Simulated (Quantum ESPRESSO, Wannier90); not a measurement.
# CsH (rock salt), plane waves to Wannier functions

Materials Project entry mp-1057286; symmetrised, unrelaxed at this level. COD (Crystallography Open Database) has an entry of this formula and space group (matched by these alone). Level: PBEsol, spinors with spin-orbit coupling; pw.x of Quantum ESPRESSO at 58 Ry with PseudoDojo potentials, 8×8×8 k-points, Wannier90. Density: 8×8×8 mesh, cold smearing 0.01 Ry.

On the energy scale of pw.x, whose zero is arbitrary, the valence-band maximum lies at 3.24 eV.

Input w.win:

```
num_bands = 2
num_wann = 2
exclude_bands = 1-8,11-22
spinors = true
num_iter = 0
conv_tol = 1.0e-6
conv_window = 4
write_hr = true
write_u_matrices = true
auto_projections = true
begin unit_cell_cart
ang
    0.0000000000    3.1912550000    3.1912550000
    3.1912550000    0.0000000000    3.1912550000
    3.1912550000    3.1912550000    0.0000000000
end unit_cell_cart
begin atoms_frac
Cs   0.0000000000  0.0000000000  0.0000000000
H    0.5000000000  0.5000000000  0.5000000000
end atoms_frac
mp_grid = 8 8 8
begin kpoints
0.0000000000 0.0000000000 0.0000000000
0.0000000000 0.0000000000 0.1250000000
0.0000000000 0.0000000000 0.2500000000
... (509 more lines: the 8x8x8 mesh through Gamma)
end kpoints
```

Input of pw2wannier90.x that gives the overlap and projection files (equivalent; here they were cut from one run over all bands):

```
&inputpp
  outdir = './out'
  prefix = 'pwscf'
  seedname = 'w'
  write_amn = .true.
  write_mmn = .true.
  atom_proj = .true.
  atom_proj_exclude = 1 2 3 4 5 6 7 8 9 10
/
```

Output w.wout (banner and timings cut):

```
                                    ------
                                    SYSTEM
                                    ------

                              Lattice Vectors (Ang)
                    a_1     0.000000   3.191255   3.191255
                    a_2     3.191255   0.000000   3.191255
                    a_3     3.191255   3.191255   0.000000

                   Unit Cell Volume:      65.00017  (Ang^3)

                        Reciprocal-Space Vectors (Ang^-1)
                    b_1    -0.984438   0.984438   0.984438
                    b_2     0.984438  -0.984438   0.984438
                    b_3     0.984438   0.984438  -0.984438

 *----------------------------------------------------------------------------*
 |   Site       Fractional Coordinate          Cartesian Coordinate (Ang)     |
 +----------------------------------------------------------------------------+
 | cs   1   0.00000   0.00000   0.00000   |    0.00000   0.00000   0.00000    |
 | h    1   0.50000   0.50000   0.50000   |    3.19125   3.19125   3.19125    |
 *----------------------------------------------------------------------------*
                                ------------
                                K-POINT GRID
                                ------------

             Grid size =  8 x  8 x  8      Total points =  512

 *---------------------------------- MAIN ------------------------------------*
 |  Number of Wannier Functions               :                 2             |
 |  Number of Objective Wannier Functions     :                 2             |
 |  Number of input Bloch states              :                 2             |
 |  Output verbosity (1=low, 5=high)          :                 1             |
 |  Timing Level (1=low, 5=high)              :                 1             |
 |  Optimisation (0=memory, 3=speed)          :                 3             |
 |  Length Unit                               :               Ang             |
 |  Post-processing setup (write *.nnkp)      :                 F             |
 |  Using Gamma-only branch of algorithms     :                 F             |
 *----------------------------------------------------------------------------*
 *------------------------------- WANNIERISE ---------------------------------*
 |  Total number of iterations                :                 0             |
 |  Number of CG steps before reset           :                 5             |
 |  Trial step length for line search         :             2.000             |
 |  Convergence tolerence                     :         0.100E-05             |
 |  Convergence window                        :                 4             |
 |  Iterations between writing output         :                 1             |
 |  Iterations between backing up to disk     :               100             |
 |  Write r^2_nm to file                      :                 F             |
 |  Write xyz WF centres to file              :                 F             |
 |  Write on-site energies <0n|H|0n> to file  :                 F             |
 |  Use guiding centre to control phases      :                 F             |
 |  Use phases for initial projections        :                 F             |
 *----------------------------------------------------------------------------*
 *-------------------------------- PLOTTING ----------------------------------*
 |  Plotting Hamiltonian in WF basis          :                 T             |
 *----------------------------------------------------------------------------*

 *---------------------------------- K-MESH ----------------------------------*
 +----------------------------------------------------------------------------+
 |                    Distance to Nearest-Neighbour Shells                    |
 |                    ------------------------------------                    |
 |          Shell             Distance (Ang^-1)          Multiplicity         |
 |          -----             -----------------          ------------         |
 |             1                   0.213137                      8            |
 |             2                   0.246109                      6            |
 |             3                   0.348051                     12            |
 |             4                   0.408126                     24            |
 |             5                   0.426274                      8            |
 |             6                   0.492219                      6            |
 |             7                   0.536383                     24            |
 |             8                   0.550318                     24            |
       ... (lines left out)
 +----------------------------------------------------------------------------+
 | The b-vectors are chosen automatically                                     |
 | The following shells are used:                       1                     |
 +----------------------------------------------------------------------------+
 |                        Shell   # Nearest-Neighbours                        |
 |                        -----   --------------------                        |
 |                          1               8                                 |
 +----------------------------------------------------------------------------+
 | Completeness relation is fully satisfied [Eq. (B1), PRB 56, 12847 (1997)]  |
 +----------------------------------------------------------------------------+
 |                  b_k Vectors (Ang^-1) and Weights (Ang^2)                  |
 |                  ----------------------------------------                  |
 |            No.         b_k(x)      b_k(y)      b_k(z)        w_b           |
 |            ---        --------------------------------     --------        |
 |             1         0.123055    0.123055   -0.123055     8.254927        |
 |             2         0.123055   -0.123055    0.123055     8.254927        |
 |             3        -0.123055    0.123055    0.123055     8.254927        |
 |             4         0.123055    0.123055    0.123055     8.254927        |
 |             5        -0.123055   -0.123055    0.123055     8.254927        |
 |             6        -0.123055    0.123055   -0.123055     8.254927        |
 |             7         0.123055   -0.123055   -0.123055     8.254927        |
 |             8        -0.123055   -0.123055   -0.123055     8.254927        |
 +----------------------------------------------------------------------------+
 |                           b_k Directions (Ang^-1)                          |
 |                           -----------------------                          |
 |            No.           x           y           z                         |
 |            ---        --------------------------------                     |
 |             1         0.123055    0.123055   -0.123055                     |
 |             2         0.123055   -0.123055    0.123055                     |
 |             3        -0.123055    0.123055    0.123055                     |
 |             4         0.123055    0.123055    0.123055                     |
 +----------------------------------------------------------------------------+

 Starting a new Wannier90 calculation ...

 Reading overlaps from w.mmn

 Reading projections from w.amn

 *------------------------------- WANNIERISE ---------------------------------*
 +--------------------------------------------------------------------+<-- CONV
 | Iter  Delta Spread     RMS Gradient      Spread (Ang^2)            |<-- CONV
 +--------------------------------------------------------------------+<-- CONV

 ------------------------------------------------------------------------------
 Initial State
  WF centre and spread    1  (  3.191255,  3.191255,  3.191255 )     2.65743739
  WF centre and spread    2  (  3.191255,  3.191255,  3.191255 )     2.65743740
  Sum of centres and spreads (  6.382510,  6.382510,  6.382510 )     5.31487478

      0     0.531E+01     0.0000000000        5.3148747847  <-- CONV
        O_D=      0.0001912 O_OD=      0.0003672 O_TOT=      5.3148748 <-- SPRD
 ------------------------------------------------------------------------------
 Final State
  WF centre and spread    1  (  3.191255,  3.191255,  3.191255 )     2.65743739
  WF centre and spread    2  (  3.191255,  3.191255,  3.191255 )     2.65743740
  Sum of centres and spreads (  6.382510,  6.382510,  6.382510 )     5.31487478

         Spreads (Ang^2)       Omega I      =     5.314316399
        ================       Omega D      =     0.000191185
                               Omega OD     =     0.000367201
    Final Spread (Ang^2)       Omega Total  =     5.314874785
```
